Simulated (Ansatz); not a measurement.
Starting structure of a cell relaxation (symmetry kept):

```
Ba
1.0
    -2.50650    2.50650    2.50650
     2.50650   -2.50650    2.50650
     2.50650    2.50650   -2.50650
Ba
1
Direct
  0.00000 0.00000 0.00000
```

Computed with DFT r2SCAN, scalar-relativistic, plane waves, PAW (Ansatz).

Plane waves to 500 eV, a k mesh through Γ of 12×12×12 on the computed 1-atom cell and Gaussian smearing (0.10 eV); no spin polarisation.

**Question.** What does it relax to?

**Answer.** The volume rises by 2.10 Å³/atom to 65.08 Å³/atom, and the energy falls by 1.8 meV/atom. Final structure:
Space group Im-3m (No. 229). a = 5.068 Å, b = 5.068 Å, c = 5.068 Å, α = 90.00°, β = 90.00°, γ = 90.00°
```csv
atom,site,symmetry,x,y,z
Ba,2a,m-3m,0.0000,0.0000,0.0000
```

Cost: 1 run of about 0.28 core-minutes, on Intel Xeon 6975P-C (Granite Rapids) (shared hosts).